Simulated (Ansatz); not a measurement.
Pd:
```
CELL_PARAMETERS angstrom
      0.00000     1.95366     1.95366
      1.95366     0.00000     1.95366
      1.95366     1.95366     0.00000
ATOMIC_POSITIONS crystal
  Pd 0.00000 0.00000 0.00000
```

Relaxed with r²SCAN. Special points in fractions of this cell's reciprocal vectors: Γ (0.000, 0.000, 0.000); X (0.500, 0.000, 0.500); U (0.625, 0.250, 0.625); K (0.375, 0.375, 0.750); L (0.500, 0.500, 0.500); W (0.500, 0.250, 0.750).

Task: List the band energies nearest the Fermi level at these points for DFT-r²SCAN in the program Ansatz with PAW potentials.

Result: In eV from the Fermi level; about four levels below and three above (degenerate sets whole), none deeper than 8.9 eV; … stands for higher levels left out; points with the same levels are listed once.

```csv
k,below,above
Γ,-7.04 -2.86 -2.86 -2.86,…
X,-5.42 -5.15 -0.10,0.30 0.30 …
U,-4.16 -1.95 -1.00 -0.15,…
L,-2.93 -2.93 -0.04 -0.04,…
W,-4.34 -3.39 -3.39 -1.36,0.31 …
```

Space group Fm-3m (fcc (Cu type)). The cell was relaxed with r²SCAN under the symmetry of its start. The run is not spin-polarised. Spin–orbit coupling is left out wherever it is not named.

Potentials: the later of the program's two PAW sets.
